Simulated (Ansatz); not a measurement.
MoS2:
```yaml
crystal:
  lattice:
    - [3.12776, 0.00000, 0.00000]
    - [-1.56388, 2.70872, 0.00000]
    - [0.00000, 0.00000, 12.19935]
  atoms:
    - { symbol: Mo, position: [0.00000, 0.00000, 0.25000] }
    - { symbol: Mo, position: [0.00000, 0.00000, 0.75000] }
    - { symbol: S, position: [0.33333, 0.66667, 0.37714] }
    - { symbol: S, position: [0.66667, 0.33333, 0.62286] }
    - { symbol: S, position: [0.66667, 0.33333, 0.87714] }
    - { symbol: S, position: [0.33333, 0.66667, 0.12286] }
```

x, y and z are the axes in which the lattice vectors are written.

Task: Give the high-frequency dielectric tensor and the Born effective charge tensors of the independent atoms from DFPT, LDA in the plane-wave PAW code Ansatz.

Result: 
ε∞:
```
15.4  0.00  0.00
0.00  15.4  0.00
0.00  0.00  7.06
```
Z* of atom 1 (Mo), rows: field, columns: displacement, in e:
```
-1.12   0.00   0.00
 0.00  -1.12   0.00
 0.00   0.00  -0.66
```
Z* of atom 3 (S), rows: field, columns: displacement, in e:
```
0.56  0.00  0.00
0.00  0.56  0.00
0.00  0.00  0.33
```

Space group P6_3/mmc. The workflow started from a Materials Project entry (that database holds measured and hypothetical structures alike). Its sites differ from those of the usual phase in this space group: another stacking or structure type. The LDA relaxation kept the symmetry of its start; its stability against distortions is not shown here. The run is not spin-polarised. A crystal of weakly bound layers computed without a dispersion correction: the cell and the soft elastic constants depend strongly on that. Spin–orbit coupling is left out wherever it is not named.

Potentials: the earlier of the program's two PAW sets. The files were generated under PBE; for other functionals the program regenerates the frozen cores, and for LDA and PBEsol the local potential too.
